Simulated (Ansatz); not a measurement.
Ansatz (a first-principles code) input:

Ansatz 0.2 input:
```yaml
crystal:
  lattice:
    - [0.0, 3.7713334238, 3.7713334238]
    - [3.7713334238, 0.0, 3.7713334238]
    - [3.7713334238, 3.7713334238, 0.0]
  atoms:
    - { symbol: Ag, position: [0.75, 0.75, 0.75] }
    - { symbol: Ag, position: [0.5, 0.5, 0.5] }
    - { symbol: Ag, position: [0.125, 0.625, 0.125] }
    - { symbol: Ag, position: [0.125, 0.125, 0.125] }
    - { symbol: Ag, position: [0.625, 0.125, 0.125] }
    - { symbol: Ag, position: [0.125, 0.125, 0.625] }
kpoints:
  mp_grid: { grid: [10, 10, 10] }
hamiltonian:
  xc: pbesol
  pseudopotentials: { azcp: { folder: ./paw }, kind: paw }
scf:
  occupations: { method: fermi_dirac, width: 0.1 }
phonons:
  method: dfpt
  response_accuracy: low
  eigenvectors: true
  rigid_motions: translations
```

Output (shortened):

```
Pseudopotential: Ag, paw, valence charge 19
Functional definition: PBEsol
Crystal: 6 atoms, lattice volume = 107.279 Å³
Basis set: ecut = 420 eV, 2085 PW (Γ), exchange–correlation on 72×72×72 points (8 copies of the dense FFT grid, shifted against one another)
Bands: 69, of which v1, the nominal top of the filled ones, is band 57 counted from 1 (56 counted from 0)
Symmetry: 48 space group operations
k-points: 282 of 1000 (irreducible under 2 space group operations, time reversal used)
SCF iter   1: F=—  HF=-45134.533662 eV  |F-HF|=—  |Δ(HF+E_count)|=         —  Δρ=7.59e-2  dr2=6.52e0  ethr=3.10e-3  ⟨swp⟩=4.9  Hψ=59668  notcnv=0  defer=608
preconditioner: auto → Kerker (q_TF=auto, 2.756 Å⁻¹)
SCF iter   2: F=—  HF=-45132.954196 eV  |F-HF|=—  |Δ(HF+E_count)|=    1.58e0  Δρ=2.50e-2  dr2=7.03e-1  ethr=3.10e-3  ⟨swp⟩=2.3  Hψ=34003  notcnv=0  defer=1052
SCF iter   3: F=—  HF=-45132.754713 eV  |F-HF|=—  |Δ(HF+E_count)|=   1.99e-1  Δρ=1.00e-2  dr2=8.68e-2  ethr=6.16e-4  ⟨swp⟩=2.4  Hψ=27573  notcnv=0  defer=1052
SCF iter   4: F=—  HF=-45132.745285 eV  |F-HF|=—  |Δ(HF+E_count)|=   9.43e-3  Δρ=2.45e-3  dr2=3.18e-3  ethr=7.62e-5  ⟨swp⟩=2.0  Hψ=25895  notcnv=0  defer=1048
SCF iter   5: F=—  HF=-45132.745784 eV  |F-HF|=—  |Δ(HF+E_count)|=   4.99e-4  Δρ=3.20e-4  dr2=1.08e-4  ethr=2.79e-6  ⟨swp⟩=2.0  Hψ=35511  notcnv=0  defer=1048
SCF iter   6: F=—  HF=-45132.745815 eV  |F-HF|=—  |Δ(HF+E_count)|=   3.07e-5  Δρ=1.68e-4  dr2=1.88e-5  ethr=9.50e-8  ⟨swp⟩=2.0  Hψ=29363  notcnv=0  defer=1048
SCF iter   7: F=—  HF=-45132.745807 eV  |F-HF|=—  |Δ(HF+E_count)|=   7.74e-6  Δρ=2.34e-5  dr2=6.47e-7  ethr=1.65e-8  ⟨swp⟩=2.1  Hψ=29877  notcnv=0  defer=1048
SCF iter   8: F=—  HF=-45132.745806 eV  |F-HF|=—  |Δ(HF+E_count)|=   5.14e-7  Δρ=7.21e-6  dr2=6.08e-8  ethr=5.68e-10  ⟨swp⟩=2.0  Hψ=28250  notcnv=0  defer=1048
SCF iter  12: F=-45132.745806 eV  HF=-45132.745806 eV  |F-HF|=7.28e-12  |Δ(HF+E_count)|=  7.28e-12  Δρ=2.99e-8  dr2=9.02e-13  ethr=1.00e-12  ⟨swp⟩=10.4  Hψ=89251  notcnv=0
SCF 1 converged in 12 iterations: F = -45132.745806 eV  dr2 = 9.02e-13
DFPT response loops at Γ: preconditioner auto → Kerker (q_TF=auto, 2.756 Å⁻¹) (partly filled bands, converged f_vac=0.000) …
the response loops of the zone centre start from zero, take more passes and end by a threshold …
SCF converged after 12 iterations
Free energy (F): -45132.745806 eV
Harris-Foulkes:  -45132.745806 eV  (|F-HF|=7.28e-12)
Internal energy: -45132.701175 eV  (E = F + TS)
E sigma→0 (E₀):  -45132.723491 eV
Entropy (-TS):   -0.044631 eV (-7.439 meV/atom)
Fermi energy:    16.042604 eV
--- Per-component energies (eV) ---
  E_band       = -1540.585501
  E_kinetic    = 2806.053080
  E_local      = -13320.789412  (includes V_loc(G=0)·N_el)
  E_nonlocal   = 208.641662
  E_hartree    = 6485.084959
  E_xc         = -947.047551
  E_vxc        = -1203.544807  (∫ρ·V_xc dr)
  E_paw        = -23328.179415  (= ΣΔE_a)
  E_vpaw       = -3001.117942  (= ΣTr[D̂ρ^β])
  E_aug_tail   = 0.002134  (compensation charges beyond the density's cutoff)
  E_ewald      = -17038.403073
  E_core_change = 1.936441  (= ΣΔE_core)
  E_smearing   = -0.044631  (= −TS)
  E_closure    = 0.000000  (closes the sum)
  Σ components = -45132.745806   (vs F -45132.745806, Δ=0.00e0)
  [band-id]    e_kinetic+e_local+e_nonlocal+2·e_hartree+e_vxc+e_vpaw+e_augmentation_tail = -1540.585367   (vs E_band -1540.585501, Δ=1.34e-4)
--- Band table (eV; the first three rows and the last of 282) ---
  k-point 0: bands = ["-75.8835", "-75.8471", "-75.8471", "-75.8471", "-75.4675", "-75.4659", "-39.6482", "-39.4438", "-39.4438", "-39.4438", "-39.3681", "-39.3681", "-39.2614", "-39.2614", "-39.2614", "-39.2525", "-39.2525", "-39.2525", "-38.9702", …
  k-point 1: bands = ["-75.8828", "-75.8478", "-75.8471", "-75.8471", "-75.4675", "-75.4659", "-39.6429", "-39.4431", "-39.4415", "-39.4415", "-39.3669", "-39.3669", "-39.2676", "-39.2628", "-39.2628", "-39.2546", "-39.2546", "-39.2525", "-38.9702", …
  k-point 2: bands = ["-75.8810", "-75.8496", "-75.8471", "-75.8471", "-75.4674", "-75.4660", "-39.6281", "-39.4406", "-39.4355", "-39.4355", "-39.3631", "-39.3631", "-39.2851", "-39.2704", "-39.2704", "-39.2572", "-39.2572", "-39.2524", "-38.9700", …
  k-point 281: bands = ["-75.8707", "-75.8600", "-75.8471", "-75.8471", "-75.4670", "-75.4665", "-39.5515", "-39.4701", "-39.3989", "-39.3962", "-39.3563", "-39.3373", "-39.3334", "-39.3071", "-39.2934", "-39.2873", "-39.2708", "-39.2594", "-38.9710", …
--- Phonons (Γ-DFPT): 2 representative perturbations + reference, on 282 of 1000 k-points (Σ response iterations 16) ---
  ASR residual: 5.725e-4 → 0.000e0 eV/Å²; symmetrization residual: 7.534e-5 eV/Å²
  ASR residual per site (eV/Å²): 5.72e-4 5.72e-4 5.00e-4 5.00e-4 5.00e-4 5.00e-4
  Γ frequencies (cm⁻¹): -54.70 -54.70 -54.70 0.00 0.00 0.00 44.86 44.86 44.86 62.54 62.54 62.54 137.34 137.34 200.20 200.20 200.20 290.83
  non-analytic LO–TO correction: not included (Born effective charges unavailable; polar crystals: no LO–TO splitting at Γ)
```

Cost: about 18 core-minutes (a rough figure) on shared cores.

Space group Fd-3m. The start of the workflow was typed in or built on a structure type; neither database checked (COD, Materials Project) lists it. It is not the phase usual at ambient conditions (space group No. 225). The cell was relaxed with PBEsol under the symmetry of its start. At this level the phase is dynamically unstable (imaginary phonons). The run is not spin-polarised. As this level gives no gap, phonon frequencies hold no LO–TO term and depend on the k-mesh and smearing (Fermi–Dirac, 0.1 eV here). Scalar-relativistic: spin–orbit coupling is off unless named, which matters more the heavier the elements.

Potentials: the earlier of the program's two PAW sets. The files were generated under PBE; for other functionals the program regenerates the frozen cores, and for LDA and PBEsol the local potential too.

Ansatz is a plane-wave DFT program.
